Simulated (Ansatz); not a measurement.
The start is a generated cell, NbRu built in the AFLOW prototype AB_oP8_62_c_c (B27, as in FeB). The cell and all atomic positions are relaxed at zero pressure with PBE (plane waves to 420 eV, PAW, scalar-relativistic; Ansatz, an electronic-structure program). The first steps use a coarse 5×9×7 k-mesh.

Initial structure:
```yaml
crystal:
  lattice:
    - [6.87484, 0.00000, 0.00000]
    - [0.00000, 3.68576, 0.00000]
    - [0.00000, 0.00000, 5.07074]
  atoms:
    - { symbol: Nb, position: [0.82000, 0.25000, 0.12500] }
    - { symbol: Nb, position: [0.32000, 0.25000, 0.37500] }
    - { symbol: Nb, position: [0.18000, 0.75000, 0.87500] }
    - { symbol: Nb, position: [0.68000, 0.75000, 0.62500] }
    - { symbol: Ru, position: [0.12500, 0.25000, 0.69000] }
    - { symbol: Ru, position: [0.62500, 0.25000, 0.81000] }
    - { symbol: Ru, position: [0.87500, 0.75000, 0.31000] }
    - { symbol: Ru, position: [0.37500, 0.75000, 0.19000] }
```

```yaml
outcome: The space group stays Pnma (No. 62) (the run could not lower it), with 8 atoms in the primitive cell
volume_change: +0.8 %, from 16.06 to 16.19 Å³/atom
band_gap_at_the_end: zero (metallic)
optimiser_moves: 28
```

Relaxed structure:

```cif
data_Nb4Ru4
_chemical_formula_sum 'Nb4 Ru4'
_space_group_name_H-M_alt 'Pnma'
_space_group_IT_number 62
_space_group_name_Hall '-P 2ac 2n'
_cell_length_a 5.32371
_cell_length_b 4.46445
_cell_length_c 5.44810
_cell_angle_alpha 90.000
_cell_angle_beta 90.000
_cell_angle_gamma 90.000
loop_
_atom_site_label
_atom_site_type_symbol
_atom_site_symmetry_multiplicity
_atom_site_Wyckoff_symbol
_atom_site_fract_x
_atom_site_fract_y
_atom_site_fract_z
_atom_site_occupancy
Nb1 Nb 4 c 0.35150 0.25000 0.38167 1
Ru1 Ru 4 c 0.08047 0.75000 0.35228 1
```

Final values are on a 9×11×9 k-mesh of the relaxed cell. The start holds a very short contact (Nb–Ru 2.09 Å). No spin polarisation in the result.

The run could not lose the symmetry of its start, so the end can be a saddle point.

The relaxed structure here is a generated cell of NbRu: the first start was made by placing the elements on the sites of a structure type, and the end was not matched to a known phase here, so it may be hypothetical.
